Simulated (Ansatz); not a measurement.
The elements of this relaxed trial crystal are hidden behind letters.

```
lattice vectors (Å)
   4.0658    0.0000    0.0000
   0.0000    4.0658    0.0000
   0.0000    0.0000    6.6761
fractional positions
X 0.5000 0.0000 0.5000
X 0.0000 0.5000 0.5000
Z 0.0000 0.0000 0.1742
Z 0.0000 0.0000 0.8258
Q 0.5000 0.5000 0.5000
```

All numbers below come from DFT PBE, scalar-relativistic, plane waves, PAW in Ansatz. Cutoff 420 eV, Γ-centred 10×10×6 mesh (5-atom cell), Gaussian smearing of 0.10 eV, no spin polarisation.

| Item | Value |
| --- | --- |
| Space group | P4/mmm (No. 123) |
| Conventional cell | a = 4.066 Å, c = 6.676 Å |
| Volume per atom | 22.07 Å³ |
| Density | 3.13 g/cm³ |
| Energy over the elements | +0.29 eV/atom |
| Gap on the 10×10×6 mesh of the 5-atom cell | 0 eV (a metal) |

Energies are uncorrected and count from the elements' standard states at the same level.

**Question.** X is an s-block element of period 3, Z is a p-block element of period 4 and Q is a p-block element of period 2. Which elements are they?

**Answer.** X = Mg, Z = Ge, Q = N, so the formula is Mg2Ge2N. Density times volume gives a mean mass of 3.13 × 22.07/1.6605 = 41.6 u per atom, and this set has 41.6 u. Mg has 2 N at 2.03 Å, 4 Mg at 2.87 Å and 4 Ge at 2.98 Å; around Ge lies 1 Ge at 2.33 Å; N has 4 Mg at 2.03 Å. Other sets within the hints have nearly the same mass, so mass alone doesn't settle it; this one was computed.

A structure relaxed within its symmetry needn't be a true minimum. Another cell of Mg2Ge2N relaxed alike, in P-3m1, lies 0.57 eV/atom lower, so this cell isn't the stable form at this level.
